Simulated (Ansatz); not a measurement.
**Computed properties of Li**

Li:
Space group Fm-3m (No. 225); a = b = c = 4.3766 Å, α = β = γ = 90.00°

```csv
atom,site,symmetry,x,y,z
Li,4a,m-3m,0.0000,0.0000,0.0000
```
(The calculation used a cell of 1 atom; values per cell refer to that cell.)

Space group Fm-3m (No. 225), fcc (Cu type); conventional cell a = b = c = 4.3766 Å, α = β = γ = 90.00°.

Method: the program Ansatz at the r²SCAN level (PAW). Geometry: relaxed at this level of theory. Other levels are named where they apply.

Cell and energy:

```json
{
  "volume_per_atom": "20.96 Å³",
  "density": "0.55 g/cm³"
}
```

Electronic structure:

```json
{
  "electronic_character": "metallic (no gap)",
  "Density of states at the Fermi level": "0.48 states/eV per atom (mean over ±0.08 eV)"
}
```

Mechanics:

```json
{
 "Bulk modulus (Birch–Murnaghan fit)": "13.0 GPa",
 "Pressure derivative B′": "3.3",
 "Elastic constants (relaxed ions, GPa)": "C11 = 15.4, C12 = 11.8, C44 = 10.1",
 "mechanical_stability": "stable (all eigenvalues of C positive)",
 "hill_bulk_and_shear_moduli": "13.0 and 5.2 GPa",
 "Young's modulus": "13.7 GPa",
 "Poisson's ratio": "0.32",
 "debye_temperature_from_the_elastic_constants": "371 K"
}
```

The workflow started from a Materials Project entry (that database holds measured and hypothetical structures alike); the Crystallography Open Database files this formula in space group No. 225, but the cells were not matched. It is not the phase usual at ambient conditions (space group No. 229). Symmetry was held in the r²SCAN relaxation; whether a distortion lowers the energy is not shown. As this level gives no gap, shear constants depend on the k-mesh and smearing (Fermi–Dirac, 0.1 eV here).

Potentials: the later of the program's two PAW sets.
